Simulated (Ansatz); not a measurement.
The guess for Lu4Pd was made by a generator: random cell by space group and Wyckoff sites (Pm-3m, No. 221). Lengths were set from tabulated atomic sizes, so they are only a guess.

```xyz
5
Lattice="4.7600 0.0000 0.0000 0.0000 4.7600 0.0000 0.0000 0.0000 4.7600" Properties=species:S:1:pos:R:3 pbc="T T T"
Lu    0.0000    2.3800    2.3800
Lu    2.3800    0.0000    2.3800
Lu    2.3800    2.3800    0.0000
Lu    0.0000    0.0000    0.0000
Pd    2.3800    2.3800    2.3800
```

These are results of DFT PBE, scalar-relativistic, plane waves, PAW (Ansatz 0.2.0), not measurements. Cutoff 420 eV, Gaussian smearing, Γ-centred meshes. Cell and atoms relax first on a coarse mesh and then on a finer one. In between, the cell is made exact in the group found at 0.06 Å. In metals the finer mesh still leaves noise of several meV/atom or more. The steps can't lower the symmetry of their start. No spin polarisation in the relaxation; trial moments died out in a coarse test.

A guess keeps its type if space group and coordination stay and the shape of the cell changes little (axis ratios within about 15 %, angles within 6°); the volume may change.

Q: Does this structure survive the relaxation?

A: It keeps its type: symmetry leaves only the cell edge free. The symmetry stays Pm-3m (No. 221). The volume per atom grows by 41.8 %, from 21.6 to 30.6 Å³. The shortest distance goes from 2.38 Å (Lu–Pd) to 2.67 Å (Lu–Pd). Counting neighbours within 15 % of an atom's shortest distance, the start has Lu 2/12, Pd 6 and the end Lu 2/12, Pd 6.

Formation energies are uncorrected and refer to the elements' standard structures at the same level.

Q: At what energy does it end?

A: −0.07 eV/atom. A negative formation energy is needed for stability but isn't enough: competing phases decide.

The last run used an 8×8×8 mesh for its 5-atom cell and Gaussian smearing of 0.10 eV. Symmetry constrained the relaxation, so the result can be a saddle point.

In counts of neighbours, a slash parts the counts of unlike sites.
